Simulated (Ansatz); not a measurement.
ZnGa2Te4 in space group I-4 (No. 82; Zn on 2a, Ga on 2b, Ga on 2d, Te on 8g), plane-wave PAW r²SCAN (Ansatz code), all energies at zero smearing, with the estimated change up to a 700 eV cutoff added, with one set of potentials and settings (totals compare only within such a set). Cell of 7 atoms (1 Zn, 2 Ga, 4 Te): -38889.136 eV.

```tsv
element	reference phase	E (eV/atom)
Zn	P6_3/mmc, 2 atoms in the cell	-3325.6811
Ga	Cmce, 4 atoms in the cell	-3790.2722
Te	P3_121, 3 atoms in the cell	-6994.9041
```

Formation energy per atom, worked out: (-38889.136 − 1×(-3325.6811) − 2×(-3790.2722) − 4×(-6994.9041))/7 = -0.471 eV/atom (-45 kJ per mol of atoms), at 0 K, without zero-point energy or fitted corrections.

The first step of the workflow began from a Materials Project structure, measured or hypothetical; the Crystallography Open Database copy checked does not list it. Its standing as an ambient phase is unchecked. The r²SCAN relaxation kept the symmetry of its start; whether a distortion lowers the energy is not shown. The references are the lowest solids computed at this level, not always the standard phases. Spin–orbit coupling is left out wherever it is not named.

Potentials: the earlier of the program's two PAW sets.
